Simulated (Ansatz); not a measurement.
Given:

CoGe:
```xyz
2
Lattice="0.0000 2.3719 2.3719 2.3719 0.0000 2.3719 2.3719 2.3719 0.0000" Properties=species:S:1:pos:R:3 pbc="T T T"
Ge     0.0000     0.0000     0.0000
Co     2.3719     2.3719     2.3719
```

This is the PBEsol-relaxed structure.

### Question
All from PBEsol in the plane-wave PAW code Ansatz, unless another level is named. Estimate the electronic character.

### Answer
metallic (no gap).

### Question
Give the formation energy from the elements (no fitted shifts).

### Answer
0.18 eV/atom.

### Question
What about the density of states at the Fermi level?

### Answer
0.69 states/eV per atom (mean over ±0.08 eV).

Space group Fm-3m (rock salt). The cell is a constructed one: a structure type filled with these elements; neither database checked (COD, Materials Project) lists it. Whether it is the stable phase at ambient conditions was not checked. The cell was relaxed with PBEsol under the symmetry of its start. At this level the phase is mechanically unstable. The workflow began spin-polarised and lost its moments. The references are the lowest solids computed at this level, not always the standard phases. Spin–orbit coupling is left out wherever it is not named.

Potentials: the later of the program's two PAW sets.
